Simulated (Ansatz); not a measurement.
**Cd₄Se₃: rattling a relaxed structure**

It was reached by relaxing an invented guess, and it needn't be the stable form of this composition.

The calculation used DFT PBE, scalar-relativistic, plane waves, PAW in Ansatz 0.2.0. Cutoff 420 eV; k points 6×6×6 on the computed 7-atom cell (Γ-centred); Gaussian smearing, width 0.01 eV; no spin polarisation.

The cell below (7 atoms, space group P-43m (No. 215)) is relaxed within its symmetry.

```yaml
crystal:
  lattice:
    - [5.79273, 0.00000, 0.00000]
    - [0.00000, 5.79273, 0.00000]
    - [0.00000, 0.00000, 5.79273]
  atoms:
    - { symbol: Cd, position: [0.70755, 0.70755, 0.70755] }
    - { symbol: Cd, position: [0.29245, 0.29245, 0.70755] }
    - { symbol: Cd, position: [0.29245, 0.70755, 0.29245] }
    - { symbol: Cd, position: [0.70755, 0.29245, 0.29245] }
    - { symbol: Se, position: [0.00000, 0.00000, 0.50000] }
    - { symbol: Se, position: [0.50000, 0.00000, 0.00000] }
    - { symbol: Se, position: [0.00000, 0.50000, 0.00000] }
```

For the test it was strained at random (σ = 1.5 % a component), the atoms were moved at random (σ = 0.15 Å), and all was relaxed again on a coarse 2×2×2 mesh (in the run’s order of axes) with 0.10 eV smearing, with no symmetry imposed.

Question: Does it come back?

Answer: It doesn't return. The energy falls by 91 meV/atom on that mesh, the volume changes by 7.4 %, and the end has space group R3m (No. 160) at a loose tolerance. Relaxed again on a 6×6×6 mesh with 0.02 eV smearing, the new structure lies 60 meV/atom below the first (mesh in the axes of the run's cell; the cell below is made exact in the group named). Space group R3m (No. 160), trigonal, a = 8.124 Å, c = 10.849 Å. Cd on a site of symmetry m is surrounded by 3 Se at 2.74–2.78 Å and 2 Cd at 3.03 Å; Cd on a site of symmetry 3m is surrounded by 3 Se at 2.55 Å; Se has 1 Cd at 2.55 Å and 3 Cd at 2.74–2.78 Å.

```yaml
crystal:
  lattice:
    - [4.06211, 2.34526, 3.61642]
    - [-4.06211, 2.34526, 3.61642]
    - [0.00000, -4.69052, 3.61642]
  atoms:
    - { symbol: Cd, position: [0.72085, 0.72085, 0.34760] }
    - { symbol: Cd, position: [0.17357, 0.17357, 0.17357] }
    - { symbol: Cd, position: [0.72085, 0.34760, 0.72085] }
    - { symbol: Cd, position: [0.34760, 0.72085, 0.72085] }
    - { symbol: Se, position: [0.99892, 0.99892, 0.54282] }
    - { symbol: Se, position: [0.99892, 0.54282, 0.99892] }
    - { symbol: Se, position: [0.54282, 0.99892, 0.99892] }
```
